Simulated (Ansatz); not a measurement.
What DFT gives for SrLi$_{2}$

```
CELL_PARAMETERS angstrom
9.65106 0.00000 0.00000
0.00000 3.85166 0.00000
0.00000 0.00000 6.56347
ATOMIC_POSITIONS crystal
Sr 0.17000 0.25000 0.13000
Sr 0.33000 0.75000 0.63000
Sr 0.67000 0.25000 0.37000
Sr 0.83000 0.75000 0.87000
Li 0.39200 0.25000 0.37700
Li 0.10800 0.75000 0.87700
Li 0.89200 0.25000 0.12300
Li 0.60800 0.75000 0.62300
Li 0.38000 0.25000 0.88300
Li 0.12000 0.75000 0.38300
Li 0.88000 0.25000 0.61700
Li 0.62000 0.75000 0.11700
```

Level: r2SCAN, no spin polarisation; 500 eV; 4×9×5 Γ-centred mesh; fermi-dirac occupations (width 0.1 eV); Ansatz 0.2.0, fixed geometry.

Describe some of the short contacts.

Sr–Li at 2.59 Å: least valence density 0.08 e/Å³ and ELF 0.02 there. Both are smooth PAW fields, read partly inside the augmentation spheres.

Is it stable against the elements?

1.17 eV an atom against the elements' usual phases (free molecules for gases, crystals otherwise, with no correction for O₂ or N₂), so at this geometry it isn't bound against them. Relaxing would lower it.

Is the cell too large or too small?

The pressure is 15.9 GPa (compression positive), so with the atoms held at these fractions the cell would first expand; the forces are large, so a full relaxation may end otherwise. The principal stresses 11.9, 15.9, 19.8 GPa differ, so its shape would change too.

Is there a gap?

It is a metal, with about 10 states/eV a cell as the mean within 0.25 eV of the Fermi level.

Which element gives electrons and which takes them?

Bader charges in e: Sr -0.96, Li +0.78. In the mean Li gives up most and Sr takes most. There are 4 density maxima away from the nuclei.

Origin: a known structure type with other elements, at an estimated volume, so it need not be a known compound. Caveats: atoms or cell far from equilibrium.
